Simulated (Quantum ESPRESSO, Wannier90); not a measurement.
## Wannierisation of ZrSi (Cmcm)

Cell from Materials Project (mp-11322), symmetrised, no further relaxation. COD (Crystallography Open Database) has the formula in 2 space groups, this one among them (matched by group alone). Computed values, not measurements, from PBEsol: Quantum ESPRESSO (norm-conserving PseudoDojo potentials, cutoff 53 Ry, spinors with spin-orbit coupling) on a Γ-centred 4×4×4 mesh, then Wannier90. Density: 8×10×10 mesh, cold smearing 0.01 Ry.

```
begin unit_cell_cart
ang
    0.0000000000    0.0000000000    3.7568400000
   -3.7713800000    0.0000000000    0.0000000000
    1.8856900000   -4.9736000000    0.0000000000
end unit_cell_cart
mp_grid = 4 4 4
```

### Question
Which shells of neighbouring k-points and which b-vectors and weights does Wannier90 pick for this cell and mesh?

### Answer
```
 *---------------------------------- K-MESH ----------------------------------*
 +----------------------------------------------------------------------------+
 |                    Distance to Nearest-Neighbour Shells                    |
 |                    ------------------------------------                    |
 |          Shell             Distance (Ang^-1)          Multiplicity         |
 |          -----             -----------------          ------------         |
 |             1                   0.315827                      2            |
 |             2                   0.418116                      2            |
 |             3                   0.445435                      4            |
 |             4                   0.523992                      4            |
 |             5                   0.610929                      8            |
 |             6                   0.630798                      4            |
 |             7                   0.631654                      2            |
 |             8                   0.756787                      8            |
       ... (lines left out)
 +----------------------------------------------------------------------------+
 | The b-vectors are chosen automatically                                     |
 | The following shells are used:                       1,  2,  3             |
 +----------------------------------------------------------------------------+
 |                        Shell   # Nearest-Neighbours                        |
 |                        -----   --------------------                        |
 |                          1               2                                 |
 |                          2               2                                 |
 |                          3               4                                 |
 +----------------------------------------------------------------------------+
 | Completeness relation is fully satisfied [Eq. (B1), PRB 56, 12847 (1997)]  |
 +----------------------------------------------------------------------------+
 |                  b_k Vectors (Ang^-1) and Weights (Ang^2)                  |
 |                  ----------------------------------------                  |
 |            No.         b_k(x)      b_k(y)      b_k(z)        w_b           |
 |            ---        --------------------------------     --------        |
 |             1         0.000000   -0.315827    0.000000     4.292142        |
 |             2         0.000000    0.315827    0.000000     4.292142        |
 |             3         0.000000    0.000000    0.418116     2.860063        |
 |             4         0.000000    0.000000   -0.418116     2.860063        |
 |             5        -0.416504   -0.157913    0.000000     1.441122        |
 |             6        -0.416504    0.157913    0.000000     1.441122        |
 |             7         0.416504    0.157913    0.000000     1.441122        |
 |             8         0.416504   -0.157913    0.000000     1.441122        |
```
